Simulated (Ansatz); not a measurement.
AlN:
```cif
data_Al2N2
_chemical_formula_sum 'Al2 N2'
_space_group_name_H-M_alt 'P63/mmc'
_space_group_IT_number 194
_space_group_name_Hall '-P 6c 2c'
_cell_length_a 3.29235
_cell_length_b 3.29235
_cell_length_c 4.13695
_cell_angle_alpha 90.000
_cell_angle_beta 90.000
_cell_angle_gamma 120.000
loop_
_atom_site_label
_atom_site_type_symbol
_atom_site_symmetry_multiplicity
_atom_site_Wyckoff_symbol
_atom_site_fract_x
_atom_site_fract_y
_atom_site_fract_z
_atom_site_occupancy
Al1 Al 2 d 0.66667 0.33333 0.25000 1
N1 N 2 c 0.33333 0.66667 0.25000 1
```

Relaxed with r²SCAN. 

**Question.** HSE06 on this cell (Ansatz, a quantum-chemistry and plane-wave program, PAW) gives a gap of 4.74 eV. What does r²SCAN give?

**Answer.** 4.03 eV.

Cost on shared cores: the r²SCAN run (SCF on a 10×10×7 mesh, then bands and DOS) about 8 core-seconds (a rough figure), the HSE06 run (SCF on 7×7×5, then a few points) very roughly 50 core-seconds; the tasks are unlike.

Space group P6_3/mmc. The first step of the workflow began from a Materials Project structure, measured or hypothetical; the Crystallography Open Database copy checked does not list it. It is not the phase usual at ambient conditions (space group No. 186, 216). Symmetry was held in the r²SCAN relaxation; its stability against distortions is not shown here.

Potentials: the later of the program's two PAW sets.

Ansatz is a plane-wave DFT program.
